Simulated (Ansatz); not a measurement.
## SbAs: moving Sb off its site

SbAs, R-3m, a = 4.025 Å, c = 10.837 Å (as given, not relaxed at this level: -4.1 GPa). The structure is a COD entry; whether it is the stable form wasn't checked. Ansatz: PBEsol, PAW, 420 eV, Γ-centred 12×12×12 mesh on 2 atoms, Gaussian smearing 0.15 eV; no spin polarisation.

```
Sb As
1.0
     2.01275    1.16206    3.61233
    -2.01275    1.16206    3.61233
     0.00000   -2.32412    3.61233
Sb As
1 1
Cartesian
  0.0000 0.0000 5.4185
  0.0000 0.0000 0.0000
```

Atom 1 (Sb) moves by x along the unit vector (0.707, -0.707, 0.000), with its periodic images; all else is held. y is the free energy of the cell over the start, F the force along the path summed over the moved atoms. Symmetry makes y even in x.

| x (Å) | y (meV) | F (eV/Å) |
| --- | --- | --- |
| -0.3000 | -40.84 | 0.07 |
| -0.1500 | ? | ? |
| 0.0000 | 0.00 | 0.00 |
| 0.0750 | -6.24 | 0.16 |
| 0.1875 | -30.22 | 0.21 |
| 0.2250 | -37.12 | 0.15 |
| 0.2625 | -41.08 | 0.05 |

**Question.** Fit y = c2 x² + c4 x⁴ to the energies of the other rows, give the force constant, and predict energy and force of the missing row.

**Answer.** Least squares on the rows shown. y = −1101.6 x² + 7230.1 x⁴. The force constant is 2 c2 = -2.20 eV/Å², negative: the site is a maximum along this line, for the cell as given, at -4.1 GPa (for all images moving together, not for a lone atom). The force −dy/dx at the missing row is -0.23 eV/Å (computed -0.23). With a term in x⁶ added, the coefficient of x² becomes -1176, 7 % more, which shows how far this figure hangs on the form. At x = -0.1500 the fit asked for gives -21.13 meV. The run gave -21.78 meV, so the fit is 0.65 meV too high, within twice the rms miss on the fitted rows (0.34 meV).